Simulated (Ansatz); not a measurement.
**What strain does to NaFeN (P6_3mc)**

NaFeN (P6_3mc) from a database structure, relaxed with r2SCAN in the plane-wave code Ansatz. It is hexagonal, P6_3mc (No. 186); a = 2.974 Å, c = 9.733 Å in the conventional setting, 12.42 Å³ an atom. Na is surrounded by 4 N at 2.56–2.97 Å; Fe is surrounded by 3 N at 1.78 Å; N is surrounded by 3 Fe at 1.78 Å and 4 Na at 2.56–2.97 Å.

The axes x, y and z are those of this cell:
```yaml
crystal:
  lattice:
    - [2.97385, 0.00000, 0.00000]
    - [-1.48692, 2.57543, 0.00000]
    - [0.00000, 0.00000, 9.73272]
  atoms:
    - { symbol: Na, position: [0.66667, 0.33333, 0.76081] }
    - { symbol: Na, position: [0.33333, 0.66667, 0.26081] }
    - { symbol: Fe, position: [0.00000, 0.00000, 0.51824] }
    - { symbol: Fe, position: [0.00000, 0.00000, 0.01824] }
    - { symbol: N, position: [0.33333, 0.66667, 0.56559] }
    - { symbol: N, position: [0.66667, 0.33333, 0.06559] }
```

Unstrained: PBE gives an indirect gap of 0.339 eV, from Γ–K (0.52 of the way from Γ) to H; the least direct gap is 0.683 eV at K. With r2SCAN the valence top lies at Γ–K (0.52 of the way from Γ) and the conduction bottom at H, 0.535 eV higher; the smallest vertical gap, at H, is 0.939 eV. With HSE06 the valence top lies at Γ–K (0.52 of the way from Γ) and the conduction bottom at M, 1.169 eV higher; the smallest vertical gap, at M, is 1.520 eV. Meshes: PBE 12×12×4, r2SCAN 12×12×4, HSE06 6×6×2. Strains are changes of length per length, and xy shears are angles. After each strain the atoms were relaxed again with r2SCAN within the symmetry that the strain leaves, so tilts or polar shifts that break it weren't tested; points keep the names that they have in the unstrained zone. Spin-unpolarised throughout; all numbers are computed.

Changes of the least gap in eV (an overlap counts as a negative gap):
```json
{"strain": "xy shear, engineering strain (angle) -0.41 %", "volume change (%)": "0.0", "space group": "P2_1", "PBE": "-0.008", "r2SCAN": "-0.008", "HSE06": "-0.019", "energy rise, r2SCAN (meV/atom)": "0.0"}
{"strain": "isotropic -4.11 % on every length", "volume change (%)": "-11.8", "space group": "P6_3mc", "PBE": "-0.015", "r2SCAN": "-0.059", "HSE06": "-0.051", "energy rise, r2SCAN (meV/atom)": "78.2"}
{"strain": "uniaxial +5.8 % along x", "volume change (%)": "+5.8", "space group": "Cmc2_1", "PBE": "-0.147", "r2SCAN": "-0.133", "HSE06": "-0.340", "energy rise, r2SCAN (meV/atom)": "32.6"}
```

Xy shear, engineering strain (angle) -0.41 %. HSE06: the gap goes from 1.169 to 1.150 eV (-0.019 eV). Stress change with r2SCAN, compression positive: xx 0.00, yy 0.00, zz 0.00, xy +0.30 GPa.

Isotropic -4.11 % on every length. HSE06: the gap goes from 1.169 to 1.118 eV (-0.051 eV); the edges go from Γ–K (0.52) → M to Γ–K (0.52) → (1/3, 1/3, 0.479). Stress change with r2SCAN, compression positive: xx +22.85, yy +22.85, zz +11.06 GPa.

Uniaxial +5.8 % along x, other directions held. HSE06: the gap goes from 1.169 to 0.829 eV (-0.340 eV); the edges go from Γ–K (0.52) → M to (0.174, 0.180, 0) → M. Stress change with r2SCAN, compression positive: xx -13.80, yy -6.25, zz -1.62 GPa.

Where an edge lies off the special points, it is a point of the mesh or the k point where a search put PBE's edge or least direct gap, reused for the other functionals, whose own edges may lie a little apart.

Coordinates of k points refer to the reciprocal vectors of the primitive cell of the runs.

The meshes of the hybrids are coarse, so their gaps aren't converged to the digits shown.
